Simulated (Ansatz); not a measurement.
Si₂Ni:
```yaml
crystal:
  lattice:
    - [4.22270, 0.00000, 0.00000]
    - [-2.11135, 3.65697, 0.00000]
    - [0.00000, 0.00000, 2.46774]
  atoms:
    - { symbol: Ni, position: [0.00000, 0.00000, 0.00000] }
    - { symbol: Si, position: [0.33333, 0.66667, 0.50000] }
    - { symbol: Si, position: [0.66667, 0.33333, 0.50000] }
```

This is the PBEsol-relaxed structure.

**Question.** All from PBEsol (plane waves, PAW; program Ansatz), unless another level is named. Give the electronic character.

**Answer.** metallic (no gap).

**Question.** Predict the density of states at the Fermi level.

**Answer.** 0.67 states/eV per atom (mean over ±0.08 eV).

**Question.** Predict the formation energy from the elements (no fitted shifts).

**Answer.** 0.18 eV/atom.

Space group P6/mmm. The cell is a constructed one: a structure type filled with these elements; neither database checked (COD, Materials Project) lists it. It is not the phase usual at ambient conditions (space group No. 225). The cell was relaxed with PBEsol under the symmetry of its start. At this level the phase is dynamically unstable (imaginary phonons). The workflow began spin-polarised and lost its moments. The references are the lowest solids computed at this level, not always the standard phases.

Potentials: the earlier of the program's two PAW sets. The files were generated under PBE; for other functionals the program regenerates the frozen cores, and for LDA and PBEsol the local potential too.
